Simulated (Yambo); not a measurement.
## Bethe-Salpeter results for SrHI monolayer

```
CELL_PARAMETERS angstrom
      4.21304     0.00000     0.00000
      0.00000     4.21304     0.00000
      0.00000     0.00000    20.50000
ATOMIC_POSITIONS crystal
  H  0.00000 0.50000 0.00000
  H  0.50000 0.00000 0.00000
  Sr 0.00000 0.00000 0.06311
  Sr 0.50000 0.50000 0.93689
  I  0.50000 0.50000 0.13771
  I  0.00000 0.00000 0.86229
```

The layer was cut from Materials Project entry mp-24205 and relaxed with PBEsol in a cell 20.5 Å high, with the Coulomb interaction truncated along z.

BSE in Yambo on PBEsol (pw.x of Quantum ESPRESSO, ONCV potentials, scalar-relativistic) bands: 8×8×1 mesh, 8 valence and 17 conduction bands, static screening with 89 bands and a 3 Ry block, scissor 2.58 eV, Tamm-Dancoff, stochastic integration of W near q = 0; field along x.

```
state  energy (eV)  states within 2 meV  relative strength   class    main transitions
-----  -----------  -------------------  -----------------  ------  ------------------
1             5.16                    1             < 0.01    dark      VB → CB (81 %)
2             5.56                    2             < 0.01    weak  several band pairs
3             5.61                    1             < 0.01    dark  several band pairs
4             5.63                    2             < 0.01    dark  several band pairs
5             5.67                    2             < 0.01    dark  several band pairs
6             5.68                    2               1.00  strong  several band pairs
7             5.72                    1             < 0.01    dark      VB → CB (80 %)
8             5.74                    1             < 0.01    dark  several band pairs
```

These are vertical excitations (zero momentum); the indirect quasiparticle gap, about 6.32 eV, is smaller than the direct one (6.47 eV on the GW mesh). The direct quasiparticle gap on this mesh is 6.47 eV; counted from there, state 1 is bound by 1.32 eV. On a 4×4×1 mesh the same difference is 1.41 eV.

Spin singlets only. Strengths are relative to the strongest of the lowest states of this run; strong means a line over 3 % of the spectrum's maximum, dark under 0.03 %. Absolute energies carry the error of the G0W0 scissor, whose convergence isn't established.

Without spin-orbit coupling, band edges of such heavy elements can be off by tenths of an eV.

This is a model layer cut from the bulk structure; whether it is stable on its own was not checked.
